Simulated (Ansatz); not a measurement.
CuI:
```yaml
crystal:
  lattice:
    - [0.00000, 3.03948, 3.03948]
    - [3.03948, 0.00000, 3.03948]
    - [3.03948, 3.03948, 0.00000]
  atoms:
    - { symbol: Cu, position: [0.75000, 0.75000, 0.75000] }
    - { symbol: I, position: [0.00000, 0.00000, 0.00000] }
```

Relaxed with PBE.

Problem. Give the optical modes at the zone centre with their infrared and Raman activity from DFPT, plane-wave PAW PBE (Ansatz code).

Solution. Transverse frequencies, without the LO–TO term; a row sums one degenerate level.

```json
[
 {"ω (cm⁻¹)": "122", "degeneracy": "3", "IR ((D/Å)²/amu)": "2.02", "Raman (Å⁴/amu)": "110", "activity": "IR+Raman", "symmetry": "T2"}
]
```

Problem. How high does the top mode go among those that the LO–TO term moves?

Solution. 138 cm⁻¹ for q along x.

Space group F-43m (zinc blende). The cell was relaxed with PBE under the symmetry of its start; phonons on a q-mesh show no instability. No spin polarisation was allowed. Spin–orbit coupling is left out wherever it is not named.

Potentials: the later of the program's two PAW sets.
